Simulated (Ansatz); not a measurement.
Recipe of this trial structure of LiB3Pt: random cell by space group and Wyckoff sites (Pm-3m, No. 221). Lengths were set from tabulated atomic sizes, so they are only a guess.

```
Li B Pt
1.0
     3.62316    0.00000    0.00000
     0.00000    3.62316    0.00000
     0.00000    0.00000    3.62316
Li B Pt
1 3 1
Direct
  0.00000 0.00000 0.00000
  0.50000 0.00000 0.00000
  0.00000 0.50000 0.00000
  0.00000 0.00000 0.50000
  0.50000 0.50000 0.50000
```

Level of theory: Ansatz 0.2.0, DFT PBE, scalar-relativistic, plane waves, PAW. Cutoff 420 eV, Gaussian smearing, Γ-centred meshes. Cell and atoms relax first on a coarse mesh and then on a finer one. In between, the cell is made exact in the group found at 0.06 Å. In metals the finer mesh still leaves noise of several meV/atom or more. The steps can't lower the symmetry of their start. No spin polarisation.

A guess keeps its type if space group and coordination stay and the shape of the cell changes little (axis ratios within about 15 %, angles within 6°); the volume may change.

Q: Does this structure survive the relaxation?

A: It keeps its type: symmetry leaves only the cell edge free. The symmetry stays Pm-3m (No. 221). The end has the antiperovskite type. The volume per atom grows by 4.1 %, from 9.5 to 9.9 Å³. The shortest distance goes from 1.81 Å (Li–B) to 1.84 Å (Li–B). Counting neighbours within 15 % of an atom's shortest distance, the start has B 2, Li 6, Pt 12 and the end B 2, Li 6, Pt 12.

The last run used a 10×10×10 mesh for its 5-atom cell and Gaussian smearing of 0.10 eV. These runs have no spin–orbit coupling, which can matter for Pt. Symmetry constrained the relaxation, so the result can be a saddle point. Another cell of LiB3Pt relaxed alike, in P6/mmm, lies 0.89 eV/atom lower, so this cell isn't the stable form at this level.
